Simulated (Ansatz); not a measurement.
How far is PAW off for Sb?

```xyz
1
Lattice="3.2232 0.0000 0.0000 0.0000 3.2232 0.0000 0.0000 0.0000 3.1600" Properties=species:S:1:pos:R:3 pbc="T T T"
Sb    0.0000    0.0000    0.0000
```

The cell comes from COD entry 9013008, which wasn't checked; take it as a given geometry. The listed cell was then made from it by scaling, straining or moving an atom.

Spin–orbit coupling is left out, though it moves levels of the heavy atoms by tenths of an eV or more.

Methods: DFT, PBEsol, PAW with Ansatz's default frozen-core files, scalar-relativistic (Ansatz 0.2.0); DFT, PBEsol, all-electron LAPW, scalar-relativistic (Ansatz 0.2.0).

For PAW: a Γ-centred 13×13×13 k mesh, Fermi–Dirac smearing of 0.05 eV, cutoff 420 eV, no spin polarisation; the PAW files were made with PBE, and the program remakes their frozen cores for this functional. LAPW targets a basis error of 1 meV/atom. The Ansatz runs share mesh, smearing and spin set-up. Plane-wave (PAW) pressures include the program's estimate of the Pulay term.

Stress and pressure are positive in compression.

The change that made this cell: equal xx and yy strain of +2 %.

PAW results:

```csv
quantity,PAW
pressure (GPa),-6.27
stress xx (GPa),-7.04
stress zz (GPa),-4.73
```

(1) What does LAPW (all electrons) give for the same quantities?

Answers

(1) 
```tsv
quantity	LAPW
pressure (GPa)	-6.26
stress xx (GPa)	-7.03
stress zz (GPa)	-4.71
```
